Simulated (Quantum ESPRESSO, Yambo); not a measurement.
KBr (rock salt, space group Fm-3m, No. 225) under isotropic strain (on all lattice vectors), counted from the cell relaxed with PBEsol, atoms relaxed at each step. PBEsol (Quantum ESPRESSO, PseudoDojo norm-conserving, 74 Ry, without SOC); G0W0 in Yambo (4×4×4 Γ-centred k mesh, 125 bands and a 8 Ry block in the screening, 125 bands in G with the Bruneval-Gonze terminator, plasmon pole fitted at 27.2 eV).

```tsv
strain (%)	PBEsol gap (eV)	kind	G0W0 direct gap (eV)
-3	[?]	direct	[?]
-1.5	4.46	direct	7.07 at Γ
-0.7	4.39	direct	7.01 at Γ
0	4.34	direct	6.97 at Γ
+1	4.27	direct	6.92 at Γ
+2	4.20	direct	6.88 at Γ
```

Task: Estimate the withheld gaps from the other strains; the computed values follow.

Result: 
- -3, PBEsol gap (eV): 4.59
- -3, G0W0 direct gap (eV): 7.18 at Γ

GW, BSE and RPA settings are held fixed; their convergence isn't established. Strains are linear. The screening block changes size along the series (181 vectors at -3 %, 181 vectors at -1.5 %, 181 vectors at -0.7 %, 181 vectors at +0 %, 181 vectors at +1 %, 229 vectors at +2 %), which puts steps into the G0W0 values. Spin-orbit splittings are left out.
